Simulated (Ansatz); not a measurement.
Input and command of a plane-wave DFT calculation in Ansatz:

```yaml
crystal:
  lattice:
    - [1.4362729089, 0.8292325506, 4.337911602]
    - [-1.4362729089, 0.8292325506, 4.337911602]
    - [0.0, -1.6584651012, 4.337911602]
  atoms:
    - { symbol: Nb, position: [0.0, 0.0, 0.0] }
    - { symbol: "N", position: [0.75, 0.75, 0.75] }
    - { symbol: "N", position: [0.25, 0.25, 0.25] }
basis:
  ecutwfc: 420
kpoints:
  mp_grid: { grid: [6, 6, 6] }
hamiltonian:
  xc: pbe
scf:
  occupations: { method: gaussian, width: 0.1 }
  lower_state_search: "off"
output:
  forces: true
  stress: true
  eigenvalues: true
```

```bash
ansatz run input.yaml --threads 1 --pin off --max-ram 2560MiB --backend cpu --events-out ev --progress --plain --runs-dir out
```

Processor: Arm Neoverse V1, 1 thread, on a host shared with other jobs.

Task: How long does it run, and how much memory does it take?

Result: About 1.2 s on 1 thread of Arm Neoverse V1, on a shared host, peak memory 0.28 GiB. It solves 16 bands at 32 k points (the mesh reduced by the symmetry that the task leaves, which can be less than the crystal's) with about 615 plane waves, in 6 SCF iterations.
